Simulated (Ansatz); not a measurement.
## Profile along the Sr–Sr line in Sr (fcc, Cu type)

Sr (fcc, Cu type), conventional cell a = b = c = 6.029 Å, α = β = γ = 90.00°. The calculation uses the primitive cell of 1 atom, to which meshes and values per cell refer.

Fields along a shortest Sr–Sr line of a {100} plane (4.26 Å), from Sr to Sr, interpolated on the slice's grid (step about 0.2 Å). Calculation: PBE (plane waves to 420 eV, PAW, scalar-relativistic; Ansatz, an electronic-structure program). k mesh 13×13×13. These are valence fields of a PAW run, semicore shells included where kept as valence: close to a nucleus they are smooth pseudo fields. Sr was relaxed with its symmetry unable to fall.

```
distance from Sr (Å)  valence electron density (e/Å³)  electron localisation function
--------------------  -------------------------------  ------------------------------
0.00                                             1.09                               x
0.43                                             2.69                               x
0.85                                             1.08                            0.85
1.28                                             0.15                            0.19
1.70                                             0.05                            0.09
2.13                                             0.04                            0.28
2.56                                             0.05                            0.09
2.98                                             0.15                            0.19
3.41                                             1.08                            0.85
3.83                                             2.69                               x
4.26                                             1.09                               x
```

x: too close to a nucleus for the ELF to mean much.

Density on the Sr–Sr line (4.26 Å) at its midpoint: 0.04 e/Å³. ELF at that point: 0.28.
